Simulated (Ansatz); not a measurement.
Lattice vibrations of PrBe₃Si at Γ

These are results of DFT PBE, scalar-relativistic, plane waves, PAW, and for the lanthanide a 4f-in-core norm-conserving potential (Ansatz 0.2.0), not measurements. Settings: 660 eV plane-wave cutoff, Γ-centred 12×12×12 mesh, Gaussian smearing of 0.10 eV. No spin polarisation. Phonons by linear response, acoustic sum rule imposed.

Equilibrium structure at this level:
```
Pr Be Si
1.0
    -1.97098    1.97098    4.73052
     1.97098   -1.97098    4.73052
     1.97098    1.97098   -4.73052
Pr Be Si
1 3 1
Direct
  0.02057 0.02057 0.00000
  0.39566 0.39566 0.00000
  0.27636 0.77636 0.50000
  0.77636 0.27636 0.50000
  0.64604 0.64604 0.00000
```

It was reached by relaxing an invented guess, and it needn't be the stable form of this composition. In a metal, frequencies depend on the k mesh and the smearing, soft modes most.

(1) Is this structure stable against zone-centre distortions?

(2) List the optical modes at Γ (i marks imaginary ones).

Results:

(1) Yes, at Γ: no optical mode is imaginary. Strains and other wave vectors aren't tested by this run.

(2)
```
frequency (cm⁻¹)  degeneracy
             180           1
             185           2
             245           2
             416           1
             439           2
             453           1
             478           2
             504           1
```

The lanthanide is trivalent by construction, without f bands, f moments or other valences.
